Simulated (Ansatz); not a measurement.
TaTe:
```yaml
crystal:
  lattice:
    - [3.40423, 0.00000, 0.00000]
    - [0.00000, 3.40423, 0.00000]
    - [0.00000, 0.00000, 3.40423]
  atoms:
    - { symbol: Ta, position: [0.00000, 0.00000, 0.00000] }
    - { symbol: Te, position: [0.50000, 0.50000, 0.50000] }
```

Relaxed with r²SCAN.

Task: Give the Bader charges and basin volumes of the independent atoms, DFT-r²SCAN in the program Ansatz with PAW potentials.

Result: 

```tsv
atom	Bader charge (e)	Bader volume (Å³)
Ta1	+0.89	16.3
Te2	-0.89	23.1
```

Space group Pm-3m (CsCl type). The start of the workflow was typed in or built on a structure type; neither database checked (COD, Materials Project) lists it. Its standing as an ambient phase is unchecked. The cell was relaxed with r²SCAN under the symmetry of its start; its stability against distortions is not shown here. The run is not spin-polarised. Its formation energy is positive at this level, so the cell may be metastable or incomplete. Spin–orbit coupling is left out wherever it is not named.

Potentials: the later of the program's two PAW sets.
